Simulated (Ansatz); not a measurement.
Si2Mo:
Space group P6₂22 (No. 180); a = 4.585 Å, b = 4.585 Å, c = 6.577 Å, α = 90.00°, β = 90.00°, γ = 120.00°

```csv
atom,site,symmetry,x,y,z
Si,6j,..2,0.3277,0.1639,0.1667
Mo,3d,222,0.5000,0.0000,0.5000
```

This is the r²SCAN-relaxed structure.

Task: All from r²SCAN in the plane-wave PAW code Ansatz, unless another level is named. Give the gap with spin–orbit coupling.

Result: 0.15 eV.

Task: Give the electron effective mass.

Result: 0.33, 0.45, 0.45 mₑ (principal values).

Task: Predict the smallest direct gap on the standard path.

Result: 0.69 eV.

Task: Give the conduction-band minimum.

Result: at M (3 equivalent valleys).

Task: And the weight of the valence-edge state by species (Voronoi cells)?

Result: Mo 71 %, Si 29 %.

Space group P6_222. The first step of the workflow began from a Materials Project structure, measured or hypothetical; the Crystallography Open Database copy checked does not list it. It is not the phase usual at ambient conditions (space group No. 139). The cell was relaxed with r²SCAN under the symmetry of its start; phonons on a q-mesh show no instability. The run is not spin-polarised. Scalar-relativistic: spin–orbit coupling is off unless named, which matters more the heavier the elements.

Potentials: the earlier of the program's two PAW sets.
